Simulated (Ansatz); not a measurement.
A geometry of ZnCu2SnSe4 away from equilibrium: the start of the relaxation of a relaxed ZnCu2SnSe4 cell shaken by Gaussian noise of σ = 0.08 Å a coordinate. All values below come from PBE (plane waves to 420 eV, PAW, scalar-relativistic; Ansatz, an electronic-structure program). Γ-centred k-mesh 4×4×3 on the run's cell (coarser than for final values), Fermi–Dirac smearing 0.05 eV.

```xyz
8
Lattice="6.5609 0.0000 0.0000 -3.2804 5.6819 0.0000 0.0000 0.0000 7.6793" Properties=species:S:1:pos:R:3:forces:R:3 pbc="T T T" free_energy=-44467.548 pressure_GPa=0.2
Cu     3.2875     1.9255     1.8512    0.0931   -0.3390   -0.3541
Cu    -0.0463     3.7321     1.8943   -0.1292    0.3168    0.2441
Se     1.6729     2.8340     3.1447   -0.4639    0.1675    0.3275
Se    -1.6853     2.7710     3.2481    0.5100    0.1926    0.1217
Se     3.3137     0.0298     3.2447   -0.0596   -0.4164   -0.3236
Se    -0.0330    -0.1055     0.4844    0.0039   -0.0628   -0.9662
Sn     0.0355     0.0372     3.0668    0.0544    0.1533   -0.4712
Zn    -0.0659    -0.0330     5.6339   -0.0087   -0.0121    1.4217
```

Positions in Å, forces in eV/Å, free energy of the cell in eV (comparable only within this code, potentials and settings). Largest force: 1.42 eV/Å, on Zn8 (atoms numbered as listed); the geometry lies 0.58 to 0.59 eV/atom (the two k-meshes of the run give this range) above the end of its relaxation.

No spin polarisation in the result.

The end of the path is a generated cell of ZnCu2SnSe4: the first start was made by a random draw of sites in a space group, and the end was not matched to a known phase here, so it may be hypothetical. Known forms of ZnCu2SnSe4 include space group No. 82.
